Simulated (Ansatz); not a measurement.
Here is the system:

BaS:
```
BaS
1.0
    0.00000     3.16595     3.16595
    3.16595     0.00000     3.16595
    3.16595     3.16595     0.00000
Ba S
1 1
Direct
  0.00000   0.00000   0.00000
  0.50000   0.50000   0.50000
```

This is the PBEsol-relaxed structure.

Q: All from plane-wave PAW PBEsol (Ansatz code), unless another level is named. Estimate the band gap.

A: 2.04 eV (indirect).

Q: Predict the hole effective mass, band 3 of 3 at the edge.

A: 0.21 along [100], 0.30 along [110], 0.35 along [111] (mₑ).

Q: Give the hole effective mass with spin–orbit coupling, band 2 of 2 at the edge.

A: 0.29 along [100], 0.36 along [110], 0.42 along [111] (mₑ).

Q: Next, the HSE06 gap on the PBEsol cell?

A: 3.07 eV.

Space group Fm-3m (rock salt). The cell was relaxed with PBEsol under the symmetry of its start. Scalar-relativistic: spin–orbit coupling is off unless named, which matters more the heavier the elements.

Potentials: the later of the program's two PAW sets.
